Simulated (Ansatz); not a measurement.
SiPb: one input, then a changed one

The cell was built from the wurtzite type and relaxed in the same program, and has space group P6_3mc; it needn't be a known or the stable phase.

First run: DFT, PBE, all-electron LAPW, scalar-relativistic (Ansatz 0.2.0).

Command: `ansatz run input.yaml --threads 1 --pin off --max-ram 3072MiB --backend cpu --events-out ev --progress --plain --runs-dir out` The run took 2.9 min on 1 thread of Arm Neoverse V1 (shared host).

```yaml
crystal:
  lattice:
    - [4.4288261461, 0.0, 0.0]
    - [-2.2144130731, 3.8354759514, 0.0]
    - [0.0, 0.0, 7.2784130397]
  atoms:
    - { symbol: Pb, position: [0.3333333333, 0.6666666667, 0.0004709186] }
    - { symbol: Pb, position: [0.6666666667, 0.3333333333, 0.5004709186] }
    - { symbol: Si, position: [0.3333333333, 0.6666666667, 0.3755290814] }
    - { symbol: Si, position: [0.6666666667, 0.3333333333, 0.8755290814] }
kpoints:
  mp_grid: { grid: [10, 10, 6] }
  band_path:
    path:
      - [0.0, 0.0, 0.0]
      - [0.5, 0.0, 0.0]
      - [0.3333333333, 0.3333333333, 0.0]
      - [0.0, 0.0, 0.0]
      - [0.0, 0.0, 0.5]
      - [0.5, 0.0, 0.5]
      - [0.3333333333, 0.3333333333, 0.5]
      - [0.0, 0.0, 0.5]
      - [0.5, 0.0, 0.5]
    npoints: 14
scf:
  occupations: { method: fermi_dirac, width: 0.03 }
hamiltonian:
  xc: pbe
  pseudopotentials: { kind: all_electron, lapw: { basis_error: 0.001 } }
output:
  forces: true
  stress: true
  eigenvalues: true
  populations: true
  dos: { projected: true, de: 0.2, e_range: [-14, 8] }
```

Result: converged; pressure 0.01 GPa; no gap on the k mesh; 8 SCF iterations.

Spin–orbit coupling is left out, though it moves levels of the heavy atoms by tenths of an eV or more.

The input is then changed:

```diff
@@ -24,5 +24,6 @@
     npoints: 14
 scf:
-  occupations: { method: fermi_dirac, width: 0.03 }
+  occupations: { method: tetrahedron_uncorrected }
+  algorithm: direct_min
 hamiltonian:
   xc: pbe
@@ -33,4 +34,3 @@
   eigenvalues: true
   populations: true
-  dos: { projected: true, de: 0.2, e_range: [-14, 8] }
```

(1) Predict the outcome of the changed run.

Answers

(1) It was refused before any iteration. The program says:
```
Error: inconsistent input (scf.algorithm, scf.occupations.method): direct minimisation with tetrahedron occupations — the free energy that is minimised is that of smeared or fixed occupations, and a tetrahedron fill has neither; use a smearing scheme or fixed occupations, or the default algorithm without scf.convergence.dm_fallback
```
